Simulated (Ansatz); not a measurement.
Cu₂O (cuprite type, space group Pn-3m)

```yaml
crystal:
  lattice:
    - [4.22235, 0.00000, 0.00000]
    - [0.00000, 4.22235, 0.00000]
    - [0.00000, 0.00000, 4.22235]
  atoms:
    - { symbol: Cu, position: [0.75000, 0.75000, 0.75000] }
    - { symbol: Cu, position: [0.75000, 0.25000, 0.25000] }
    - { symbol: Cu, position: [0.25000, 0.75000, 0.25000] }
    - { symbol: Cu, position: [0.25000, 0.25000, 0.75000] }
    - { symbol: O, position: [0.00000, 0.00000, 0.00000] }
    - { symbol: O, position: [0.50000, 0.50000, 0.50000] }
```

Two coordinates are scanned: the volume, and the ratio of the stretch along z (the conventional c axis) to the stretch across it. Atoms keep their fractional coordinates.

Computed with PBEsol (plane waves to 420 eV, PAW, scalar-relativistic; Ansatz, a quantum-chemistry and plane-wave program). k mesh 8×8×8 (Γ-centred), Fermi-Dirac smearing 0.05 eV. The energy includes the smearing's −TS. Cu2O is run without spin polarisation. Cu2O was relaxed with its symmetry unable to fall. ΔE is measured from the relaxed starting cell.

```
ΔE (meV/atom)         V/V₀ = 0.920  V/V₀ = 0.947  V/V₀ = 0.973  V/V₀ = 1.000  V/V₀ = 1.027  V/V₀ = 1.053  V/V₀ = 1.080
--------------------  ------------  ------------  ------------  ------------  ------------  ------------  ------------
(c/a)/(c/a)₀ = 0.960          38.6          16.6           4.4           0.8           4.4             ?          29.5
(c/a)/(c/a)₀ = 0.973          38.5          16.4           4.1           0.3           3.9          13.7          28.8
(c/a)/(c/a)₀ = 0.987          38.5          16.2           3.9           0.1           3.6          13.4          28.5
(c/a)/(c/a)₀ = 1.000          38.5          16.2           3.9           0.0           3.5          13.2          28.3
(c/a)/(c/a)₀ = 1.013          38.5          16.2           3.9           0.1           3.6          13.3          28.4
(c/a)/(c/a)₀ = 1.027          38.5          16.4           4.1           0.4           3.9          13.7          28.8
(c/a)/(c/a)₀ = 1.040          38.6          16.6           4.4           0.7           4.3             ?          29.4
```

**Question.** Some entries are withheld; supply them.

**Answer.** 
- (c/a)/(c/a)₀ = 0.960, V/V₀ = 1.053: 14.3
- (c/a)/(c/a)₀ = 1.040, V/V₀ = 1.053: 14.2

(A scan under strain: stresses follow from slopes of the energy per volume, elastic moduli from its curvatures.)
